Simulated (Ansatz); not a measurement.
Relaxed-ion elastic tensor of Ge in space group Ia-3 (No. 206; Ge on 16c) in GPa (Voigt order), plane-wave PAW r²SCAN (Ansatz code); density 5.71 g/cm³, 21.12 Å³ per atom.

```
 139  30.2  30.2   0.0   0.0   0.0
30.2   139  30.2   0.0   0.0   0.0
30.2  30.2   139   0.0   0.0   0.0
 0.0   0.0   0.0  50.0   0.0   0.0
 0.0   0.0   0.0   0.0  50.0   0.0
 0.0   0.0   0.0   0.0   0.0  50.0
```

Task: Is the crystal mechanically stable?

Result: Yes: the smallest eigenvalue of C is 50.0 GPa.

Task: Work out the Voigt, Reuss and Hill averages.

Result: K_V = 66.5, K_R = 66.5, K_H = 66.5; G_V = 51.8, G_R = 51.7, G_H = 51.7 GPa.

Task: Give Young's modulus, Poisson's ratio, Pugh's ratio and the universal anisotropy index.

Result: E = 9KG/(3K + G) = 123 GPa; ν = 0.19; K/G = 1.28 (brittle by the Pugh limit of 1.75); A_U = 5G_V/G_R + K_V/K_R − 6 = 0.01.

Task: Estimate the sound speeds and the Debye temperature.

Result: v_l = √((K + 4G/3)/ρ) = 4870 m/s, v_t = √(G/ρ) = 3010 m/s, mean 3320 m/s; Θ = (h/k)(3n/4πV)^(1/3) v_m = 358 K.

Task: Give the Zener ratio and Young's modulus along [100], [110] and [111].

Result: A = 2C44/(C11 − C12) = 0.92; 1/E = S11 − 2(S11 − S12 − S44/2)Γ with Γ = 0, 1/4, 1/3 gives 128, 122, 120 GPa.

The workflow started from a Materials Project entry (that database holds measured and hypothetical structures alike); the Crystallography Open Database copy checked does not list it. It is not the phase usual at ambient conditions (space group No. 227). The cell was relaxed with r²SCAN under the symmetry of its start; whether a distortion lowers the energy is not shown. As this level gives no gap, shear constants depend on the k-mesh and smearing (Fermi–Dirac, 0.1 eV here).

Potentials: the earlier of the program's two PAW sets. The files were generated under PBE; for other functionals the program regenerates the frozen cores, and for LDA and PBEsol the local potential too.
